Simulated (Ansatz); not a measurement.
Q: Name crystals whose computed values (the program Ansatz at the PBEsol level (PAW)) fall in these windows: electron conductivity mass (mₑ) 0.23 to 0.30; B₀ by P(V) fit (GPa) 140 to 190.

A: 

```json
[
 {"crystal": "MgZnO2, R-3m (Mg on 3a, Zn on 3b, O on 6c)", "electron conductivity mass (mₑ)": "0.27", "B₀ by P(V) fit (GPa)": "171"},
 {"crystal": "WO3, P6/mmm (W on 3f, O on 6l, O on 3g)", "electron conductivity mass (mₑ)": "0.24", "B₀ by P(V) fit (GPa)": "184"},
 {"crystal": "Mg3CdO4, Pm-3m (Mg on 3c, Cd on 1a, O on 3d, O on 1b)", "electron conductivity mass (mₑ)": "0.25", "B₀ by P(V) fit (GPa)": "152"},
 {"crystal": "MgZn2O3, P-3m1 (Mg on 1a, Zn on 2d, O on 2d, O on 1b)", "electron conductivity mass (mₑ)": "0.24", "B₀ by P(V) fit (GPa)": "176"},
 {"crystal": "Ge3N4, P6_3/m (Ge on 6h, N on 6h, N on 2c)", "electron conductivity mass (mₑ)": "0.25", "B₀ by P(V) fit (GPa)": "186"}
]
```
Others may fit too.

Standing as an ambient phase not checked: MgZnO2, R-3m (Mg on 3a, Zn on 3b, O on 6c); WO3, P6/mmm (W on 3f, O on 6l, O on 3g); Mg3CdO4, Pm-3m (Mg on 3c, Cd on 1a, O on 3d, O on 1b); MgZn2O3, P-3m1 (Mg on 1a, Zn on 2d, O on 2d, O on 1b). Perhaps ordered models of mixed-site phases: MgZnO2, R-3m (Mg on 3a, Zn on 3b, O on 6c); Mg3CdO4, Pm-3m (Mg on 3c, Cd on 1a, O on 3d, O on 1b); MgZn2O3, P-3m1 (Mg on 1a, Zn on 2d, O on 2d, O on 1b). All cells were relaxed under the symmetry of their starts (and spin orders); stability against distortions was not tested throughout. Rows with no word on spin ran without spin polarisation. Scalar-relativistic: spin–orbit coupling is off unless named, which matters more the heavier the elements.

Potentials: the later of the program's two PAW sets.
